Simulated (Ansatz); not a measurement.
AlAs (zinc blende)

Space group F-43m (No. 216); a = b = c = 5.7284 Å, α = β = γ = 90.00°

```csv
atom,site,symmetry,x,y,z
As,4c,-43m,0.2500,0.2500,0.2500
Al,4a,-43m,0.0000,0.0000,0.0000
```
(The calculation used a cell of 2 atoms; values per cell refer to that cell.)

The relaxed cell is deformed in two ways at once: its volume V is scaled, and at that volume it is stretched along z (the c axis of the conventional cell) so that c/a changes. Fractional atomic positions are held.

Computed with PBE (plane waves to 420 eV, PAW, scalar-relativistic; Ansatz, a program for electronic structure). k mesh 10×10×10 (Γ-centred), Fermi-Dirac smearing 0.05 eV. Energies are smeared free energies. AlAs was relaxed with its symmetry unable to fall. The zero of ΔE is the relaxed starting cell.

```tsv
ΔE (meV/atom)	V/V₀ = 0.920	V/V₀ = 0.960	V/V₀ = 1.000	V/V₀ = 1.040	V/V₀ = 1.080
(c/a)/(c/a)₀ = 0.920	50.6	23.9	16.6	24.9	45.8
(c/a)/(c/a)₀ = 0.960	40.2	(withheld)	4.2	11.8	32.1
(c/a)/(c/a)₀ = 1.000	36.5	(withheld)	0.0	7.3	27.5
(c/a)/(c/a)₀ = 1.040	40.4	(withheld)	4.4	11.9	32.2
(c/a)/(c/a)₀ = 1.080	52.2	25.2	17.6	25.7	46.3
```

Task: Complete the blanks.

Result: 
- (c/a)/(c/a)₀ = 0.960, V/V₀ = 0.960: 12.4
- (c/a)/(c/a)₀ = 1.000, V/V₀ = 0.960: 8.5
- (c/a)/(c/a)₀ = 1.040, V/V₀ = 0.960: 12.6

(Under strain, the slope of the energy per volume gives the stress and its curvature an elastic modulus.)
